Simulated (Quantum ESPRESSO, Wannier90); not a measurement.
**Wannierisation of CsPbBr3 (cubic perovskite)**

```
begin unit_cell_cart
ang
    5.9486300000    0.0000000000    0.0000000000
    0.0000000000    5.9486300000    0.0000000000
    0.0000000000    0.0000000000    5.9486300000
end unit_cell_cart
begin atoms_frac
Cs   0.0000000000  0.0000000000  0.0000000000
Pb   0.5000000000  0.5000000000  0.5000000000
Br   0.5000000000  0.5000000000  0.0000000000
Br   0.0000000000  0.5000000000  0.5000000000
Br   0.5000000000  0.0000000000  0.5000000000
end atoms_frac
```

Materials Project entry mp-600089; symmetrised, unrelaxed at this level. COD (Crystallography Open Database) records the formula in this space group. Ideal cubic forms of this type are often high-temperature phases that distort on cooling; symmetry holds the cell here, and its stability was not tested. Computed values, not measurements, from PBEsol: Quantum ESPRESSO (norm-conserving PseudoDojo potentials, cutoff 50 Ry, no spin polarisation, no spin-orbit coupling) on a Γ-centred 6×6×6 mesh, then Wannier90. Density: 6×6×6 mesh, cold smearing 0.01 Ry. Spin-orbit coupling is left out although heavy elements are present.

Bands 14-22 form an isolated set from -4.02 to 0.00 eV relative to the valence-band maximum (on the path) and are turned into 9 Wannier functions by minimising the spread from the start: atomic waves Br 4p.

Q: Where do the functions sit, how wide are they and what are they made of?

A: 
```
functions  spread (Å²)  nearest atom, distance (Å)  second atom, distance (Å)             weight on atomic waves
---------  -----------  --------------------------  -------------------------  ---------------------------------
3                 4.04                     Br 0.00                    Pb 2.97  Br 4p 75 %, Pb 6p 17 %, Pb 6s 6 %
6                 1.89                     Br 0.00                    Pb 2.97                         Br 4p 96 %
```

Ω_I = 23.18 Å², Ω_total = 23.46 Å²; the interpolated bands follow pw.x to 3.6 meV rms on the path. Only this start was tried; a symmetric start can stop on a saddle, and mixtures of these functions could lower the total by at most Ω_total − Ω_I.
